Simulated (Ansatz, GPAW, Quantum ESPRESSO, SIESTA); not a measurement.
**BiTe: programs and potentials compared**

```
CELL_PARAMETERS angstrom
0.00000 3.23500 3.23500
3.23500 0.00000 3.23500
3.23500 3.23500 0.00000
ATOMIC_POSITIONS crystal
Bi 0.00000 0.00000 0.00000
Te 0.50000 0.50000 0.50000
```

Alike in all runs: task band structure; functional LDA; k mesh 7 × 7 × 7; occupations fermi-dirac, width 0.05 eV; no spin polarisation; no spin-orbit coupling. LDA stands for any of its common fits. Pressure is positive in compression and, in plane waves, holds the error of the finite cutoff.

```
                                                                                   program and potentials  plane-wave cutoff (eV)                                                    notes  pressure (GPa)
SIESTA, files PseudoDojo sr-lda-0.4.1-standard, DZP (energy shift 0.003 Ry; two zetas on semicore shells)                       -  atomic basis; 15.5 valence electrons an atom on average           -1.86
                               GPAW, the program's PAW data sets (release 1.2.1) made for this functional                     600                10.5 valence electrons an atom on average           -2.89
                                                       Quantum ESPRESSO, PseudoDojo 0.4.1 SR LDA standard                    1088                15.5 valence electrons an atom on average           -2.63
                                                           Ansatz, all-electron LAPW, scalar-relativistic                       -                                                        -           -2.64
```

The pressure spans -2.89 (GPAW, the program's PAW data sets (release 1.2.1) made for this functional) to -1.86 GPa (SIESTA, files PseudoDojo sr-lda-0.4.1-standard, DZP (energy shift 0.003 Ry; two zetas on semicore shells)), with all-electron results at -2.64. Rows in atomic bases carry the error of their basis and grid, which can be large.

Differences between rows come from potentials, basis sets and numerical settings, since the functional is the same but for its coding. Runs on potential files found faulty are left out.
